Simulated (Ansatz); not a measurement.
Total density of states per atom from plane-wave PAW PBEsol (Ansatz code), in 0.25 eV bins, energy from the Fermi level:

```
E (eV) | states/eV/atom
    -7.85 | ####### 0.29
    -7.60 | ### 0.12
    -7.35 | # 0.05
    -7.10 | ##### 0.22
    -6.85 | ######## 0.31
    -6.60 | ########## 0.40
    -6.35 | ############### 0.58
    -6.10 | ############# 0.53
    -5.85 | ######### 0.35
    -5.60 | ####### 0.28
    -5.35 | ###### 0.23
    -5.10 | ##### 0.19
    -4.85 | #### 0.16
    -4.60 | ### 0.13
    -4.35 | ### 0.11
    -4.10 | ## 0.09
    -3.85 | ## 0.08
    -3.60 | ## 0.07
    -3.35 | ####### 0.26
    -3.10 | ###################### 0.86
    -2.85 | ################## 0.70
    -2.60 | ################### 0.74
    -2.35 | ######################## 0.95
    -2.10 | ####################### 0.92
    -1.85 | ###################### 0.85
    -1.60 | #################### 0.80
    -1.35 | ################### 0.74
    -1.10 | ################ 0.62
    -0.85 | ######### 0.36
    -0.60 | ###### 0.23
    -0.35 | ### 0.14
    -0.10 | ## 0.06
     0.15 | # 0.04
     0.40 | ### 0.10
     0.65 | ##### 0.21
     0.90 | ############ 0.48
     1.15 | ##################### 0.81
     1.40 | ############################## 1.18
     1.65 | ################## 0.69
     1.90 | ################ 0.61
     2.15 | ################ 0.61
     2.40 | ############# 0.52
     2.65 | ############### 0.57
     2.90 | ###################### 0.89
     3.15 | ######################### 0.97
     3.40 | ################## 0.71
     3.65 | ############### 0.60
     3.90 | ######################### 0.97
     4.15 | ######################## 0.95
     4.40 | #################### 0.77
     4.65 | ################## 0.71
     4.90 | ############### 0.61
```

Task: Pick the material that matches.
A) Sn, diamond
B) Bi, hcp (Mg type)
C) CsSnBr3, cubic perovskite
D) AlNi3, Cu3Au type

Result: A, Sn, diamond. Within 0.5 eV of the Fermi level: Sn 5p 81 %, Sn 5s 17 %. Projections are on Löwdin-orthogonalised atomic valence shells; empty p or d shells of many metals are not among them.

Space group Fd-3m (diamond). This is a known low-temperature phase of the composition, computed here at zero pressure and temperature. Symmetry was held in the PBEsol relaxation; its stability against distortions is not shown here. Scalar-relativistic: spin–orbit coupling is off unless named, which matters more the heavier the elements.

Potentials: the later of the program's two PAW sets.
